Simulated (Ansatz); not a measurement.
The start is a generated trial cell of HfN in the AFLOW prototype AB_tI8_141_a_b ("40", as in NbP). A full variable-cell relaxation at zero pressure is run with PBE (plane waves to 420 eV, PAW, scalar-relativistic; Ansatz, a first-principles code). The first steps use a coarse 10×10×10 k-mesh.

The start:
```yaml
crystal:
  lattice:
    - [-1.63562, 1.63562, 5.59801]
    - [1.63562, -1.63562, 5.59801]
    - [1.63562, 1.63562, -5.59801]
  atoms:
    - { symbol: Hf, position: [0.75000, 0.25000, 0.50000] }
    - { symbol: Hf, position: [0.00000, 0.00000, 0.00000] }
    - { symbol: N, position: [0.50000, 0.50000, 0.00000] }
    - { symbol: N, position: [0.25000, 0.75000, 0.50000] }
```

- Outcome: The space group stays I4₁/amd (No. 141) (the run could not lower it); the end is AFLOW prototype AB_tI8_141_a_b ("40", as in NbP), with 4 atoms in the primitive cell
- Energy released: 0.25 eV/atom
- Volume change: -2.0 %, from 14.98 to 14.67 Å³/atom
- Band gap at the end: no gap (metallic)
- Optimiser moves: 8

Final structure:

```cif
data_Hf4N4
_chemical_formula_sum 'Hf4 N4'
_space_group_name_H-M_alt 'I41/amd :1'
_space_group_IT_number 141
_space_group_name_Hall 'I 4bw 2bw -1bw'
_cell_length_a 3.07895
_cell_length_b 3.07895
_cell_length_c 12.38347
_cell_angle_alpha 90.000
_cell_angle_beta 90.000
_cell_angle_gamma 90.000
loop_
_atom_site_label
_atom_site_type_symbol
_atom_site_symmetry_multiplicity
_atom_site_Wyckoff_symbol
_atom_site_fract_x
_atom_site_fract_y
_atom_site_fract_z
_atom_site_occupancy
Hf1 Hf 4 a 0.00000 0.00000 0.00000 1
N1 N 4 b 0.00000 0.00000 0.50000 1
```
(The calculation used a cell of 4 atoms; values per cell refer to that cell.)

Final values are on a 21×21×21 k-mesh of the relaxed cell. No spin polarisation in the result.

The run could not lose the symmetry of its start: the end is stationary, and may be a saddle point rather than a minimum.

All atoms sit on sites fixed by symmetry, so only the cell could relax.

The relaxed structure here is a generated cell of HfN: the first start was made by placing the elements on the sites of a structure type, and the end was not matched to a known phase here, so it may be hypothetical. Known forms of HfN include space group No. 225.
